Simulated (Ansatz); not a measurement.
CdSe (wurtzite)

```
CdSe
1.0
    4.38288     0.00000     0.00000
   -2.19144     3.79568     0.00000
    0.00000     0.00000     7.15467
Cd Se
2 2
Direct
  0.66667   0.33333   0.00047
  0.33333   0.66667   0.50047
  0.66667   0.33333   0.62473
  0.33333   0.66667   0.12473
```

The volume is varied about the relaxed value V₀ at fixed cell shape. The atoms relax within the cell's symmetry.

All values below come from PBE (plane waves to 420 eV, PAW, scalar-relativistic; Ansatz, a program for electronic structure). k mesh 9×9×5 (Γ-centred), Fermi-Dirac smearing 0.05 eV. E stands for the smeared free energy. Compression counts positive. With the shape held, the modulus is that of even scaling; a crystal free to change shape is softer. CdSe was relaxed with its symmetry unable to fall. The PAW data are Ansatz's earlier set. The zero of ΔE is the relaxed starting cell.

```tsv
V (Å³/atom)	ΔE (meV/atom)
27.971	16.8
28.268	11.5
28.566	7.2
28.864	4.0
29.161	1.7
29.459	0.4
29.756	0.0
30.054	0.4
30.351	1.6
30.649	withheld
30.947	6.1
31.244	9.4
31.542	13.3
```

Task: Fit a third-order Birch-Murnaghan form (E₀, V₀, B₀, B₀′ free) to the given rows and predict ΔE at V = 30.649.

Result: Least squares on the 12 given rows: ΔE = E₀ + (9V₀B₀/16)·y²·[2 + (B₀′ − 4)y], y = (V₀/V)^(2/3) − 1, with V₀ = 29.760 Å³/atom, B₀ = 44.60 GPa (160.2 GPa = 1 eV/Å³; the term in eV is multiplied by 1000), B₀′ = 4.68, E₀ = 0.00 meV/atom; root-mean-square residual 0.02 meV/atom. At 30.649 the fit gives 3.5 meV/atom; the calculation gives 3.5 meV/atom, the same to the digits shown. For the pressure the fit gives -1.23 GPa against the computed -1.23 GPa.

(Under strain, the slope of the energy per volume gives the stress and its curvature an elastic modulus.)
